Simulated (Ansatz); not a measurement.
La₂CuSi₃:
```xyz
6
Lattice="4.1311 0.0000 0.0000 -2.0655 3.5776 0.0000 0.0000 0.0000 8.7199" Properties=species:S:1:pos:R:3 pbc="T T T"
La     0.0000     2.3851     2.1518
La     0.0000     2.3851     6.5682
Si     2.0655     1.1925     4.3600
Si     0.0000     0.0000     0.0000
Si     0.0000     0.0000     4.3600
Cu     2.0655     1.1925     0.0000
```

Relaxed with r²SCAN. Special points in fractions of this cell's reciprocal vectors: Γ (0.000, 0.000, 0.000); M (0.500, 0.000, 0.000); K (0.333, 0.333, 0.000); A (0.000, 0.000, 0.500); L (0.500, 0.000, 0.500); H (0.333, 0.333, 0.500).

Question: List the band energies nearest the Fermi level at these points for plane-wave PAW r²SCAN (Ansatz code).

Answer: In eV from the Fermi level; about four levels below and three above (degenerate sets whole), none deeper than 8.9 eV; points with the same levels are listed once.

| k | below | above |
|---|---|---|
| Γ | -2.82 -2.82 -1.00 -0.75 -0.34 | 0.07 0.07 0.61 0.61 |
| M | -2.05 -1.42 -0.97 -0.25 | 1.56 1.66 2.37 |
| K | -2.13 -1.95 -1.92 -0.53 | 0.54 1.42 1.51 |
| A | -2.78 -2.78 -2.78 -2.47 -0.74 | 0.16 0.16 0.36 0.36 |
| L | -1.49 -1.35 -1.17 -0.43 | 0.63 1.36 2.51 |
| H | -2.40 -1.91 -1.89 -0.71 | 0.23 2.11 2.17 |

Space group P-6m2. The first step of the workflow began from a Materials Project structure, measured or hypothetical; the Crystallography Open Database copy checked does not list it. With Si and Cu taken as one species the cell has the higher symmetry P6/mmm, so it may be an ordered model of a mixed-site phase. Whether it is the stable phase at ambient conditions was not checked. Symmetry was held in the r²SCAN relaxation; whether a distortion lowers the energy is not shown. No spin polarisation was allowed. Spin–orbit coupling is left out wherever it is not named.

Potentials: the later of the program's two PAW sets.
